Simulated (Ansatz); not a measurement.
BaHfO₃:
```xyz
5
Lattice="4.1774 0.0000 0.0000 0.0000 4.1774 0.0000 0.0000 0.0000 4.1774" Properties=species:S:1:pos:R:3 pbc="T T T"
Ba     0.0000     0.0000     0.0000
Hf     2.0887     2.0887     2.0887
O      0.0000     2.0887     2.0887
O      2.0887     2.0887     0.0000
O      2.0887     0.0000     2.0887
```

Relaxed with r²SCAN.

**Question.** Give the Bader charges and basin volumes of the independent atoms, plane-wave PAW r²SCAN (Ansatz code).

**Answer.** 

```
atom  Bader charge (e)  Bader volume (Å³)
----  ----------------  -----------------
Ba1              +1.58               22.2
Hf2              +2.68                9.8
O3               -1.42               13.6
```

Space group Pm-3m (cubic perovskite). The r²SCAN relaxation kept the symmetry of its start. No spin polarisation was allowed. Scalar-relativistic: spin–orbit coupling is off unless named, which matters more the heavier the elements.

Potentials: the earlier of the program's two PAW sets. The files were generated under PBE; for other functionals the program regenerates the frozen cores, and for LDA and PBEsol the local potential too.
